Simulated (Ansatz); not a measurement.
## Is this AlGa₂P₃ structure stable?

It was reached by relaxing an invented guess, and it needn't be the stable form of this composition.

Method: DFT PBE, scalar-relativistic, plane waves, PAW in Ansatz 0.2.0. Plane waves to 420 eV, a 12×12×4 mesh through Γ for the 6-atom cell and 0.02 eV Gaussian smearing; no spin polarisation.

```
Al Ga P
1.0
     3.89363    0.00000    0.00000
    -1.94682    3.37198    0.00000
     0.00000    0.00000    9.53958
Al Ga P
1 2 3
Cartesian
  0.0000 0.0000 9.5375
  0.0000 2.2480 6.3597
  1.9468 1.1240 3.1816
  0.0000 2.2480 8.7506
  1.9468 1.1240 5.5636
  0.0000 0.0000 2.3804
```

Formation energies are uncorrected and refer to the elements' standard structures at the same level. The references include black phosphorus.

Task: These tests were run: energy against the elements; random kick, then relaxation without symmetry; phonons on a 2×2×1 q mesh; elastic tensor. What do they show?

Result:

| test | result |
| --- | --- |
| energy against the elements | −0.498 eV/atom |
| random kick, then relaxation without symmetry | returns |
| phonons on a 2×2×1 q mesh | no imaginary mode on the mesh |
| elastic tensor | least eigenvalue 35 GPa |

It fails none of these tests. Whether a mixture of other phases lies lower isn't tested here.

The reference form of P is held partly by dispersion forces, which this level lacks. The kick test ran on a coarse mesh. The run for the phonons used a 12×12×4 k mesh. The run for the elastic tensor used a 12×12×4 k mesh.
